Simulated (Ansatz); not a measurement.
Given:

CsCaH3 (cubic perovskite, Pm-3m), a = b = c = 4.4681 Å, α = β = γ = 90.00°.

This is the LDA-relaxed structure.

Problem. All from plane-wave PAW LDA (Ansatz code), unless another level is named. Estimate the zero-point energy.

Solution. 90.1 meV/atom.

Problem. And the Poisson's ratio?

Solution. 0.19.

Problem. Predict the vibrational entropy at 300 K.

Solution. 21.2 J/(K·mol of atoms).

Problem. Predict the highest zone-centre frequency (without LO–TO term).

Solution. 1111 cm⁻¹.

The first step of the workflow began from a Materials Project structure, measured or hypothetical; the Crystallography Open Database copy checked does not list it. Its standing as an ambient phase is unchecked. Symmetry was held in the LDA relaxation; phonons on a q-mesh show no instability. Spin–orbit coupling is left out wherever it is not named.

Potentials: the later of the program's two PAW sets.
